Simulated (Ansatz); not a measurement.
InPd (CsCl type, space group No. 221), PBEsol in the plane-wave PAW code Ansatz, all energies at zero smearing, with the estimated change up to a 700 eV cutoff added, with one set of potentials and settings (totals compare only within such a set). Cell of 2 atoms (1 In, 1 Pd): -12433.238 eV.

```
element              reference phase  E (eV/atom)
-------  ---------------------------  -----------
In       I4/mmm, 1 atoms in the cell   -5525.4724
Pd        Fm-3m, 1 atoms in the cell   -6906.7071
```

Formation energy per atom, worked out: (-12433.238 − 1×(-5525.4724) − 1×(-6906.7071))/2 = -0.529 eV/atom (-51 kJ per mol of atoms), at 0 K, without zero-point energy or fitted corrections.

Space group Pm-3m (CsCl type). The cell was relaxed with PBEsol under the symmetry of its start. No spin polarisation was allowed. The references are the lowest solids computed at this level, not always the standard phases.

Potentials: the earlier of the program's two PAW sets. The files were generated under PBE; for other functionals the program regenerates the frozen cores, and for LDA and PBEsol the local potential too.
